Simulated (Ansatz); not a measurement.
InMo₂C:
```cif
data_C2In2Mo4
_chemical_formula_sum 'In2 Mo4 C2'
_space_group_name_H-M_alt 'P63/mmc'
_space_group_IT_number 194
_space_group_name_Hall '-P 6c 2c'
_cell_length_a 3.11243
_cell_length_b 3.11243
_cell_length_c 13.95379
_cell_angle_alpha 90.000
_cell_angle_beta 90.000
_cell_angle_gamma 120.000
loop_
_atom_site_label
_atom_site_type_symbol
_atom_site_symmetry_multiplicity
_atom_site_Wyckoff_symbol
_atom_site_fract_x
_atom_site_fract_y
_atom_site_fract_z
_atom_site_occupancy
In1 In 2 d 0.66667 0.33333 0.25000 1
Mo1 Mo 4 f 0.33333 0.66667 0.08041 1
C1 C 2 a 0.00000 0.00000 0.00000 1
```

Relaxed at zero pressure with plane-wave PAW r²SCAN (Ansatz code).

The volume is lowered by 3 % and shape and atoms relax at that volume. What pressure results, and how do the axes share the change?

5.9 GPa; a -1.1 %, b -1.1 %, c -0.8 %; the energy rises by 8 meV/atom.

Give the new structure.


Space group P6₃/mmc (No. 194); a = b = 3.077 Å, c = 13.845 Å, α = β = 90.00°, γ = 120.00°

| atom | site | symmetry | x | y | z |
|---|---|---|---|---|---|
| In | 2d | -6m2 | 0.6667 | 0.3333 | 0.2500 |
| Mo | 4f | 3m. | 0.3333 | 0.6667 | 0.0817 |
| C | 2a | -3m. | 0.0000 | 0.0000 | 0.0000 |

The phase is kept; no other phase was compared at this pressure.

Space group P6_3/mmc. The start of the workflow was typed in or built on a structure type; neither database checked (COD, Materials Project) lists it. Whether it is the stable phase at ambient conditions was not checked. Symmetry was held in the r²SCAN relaxation; its stability against distortions is not shown here. No spin polarisation was allowed.

Potentials: the earlier of the program's two PAW sets.
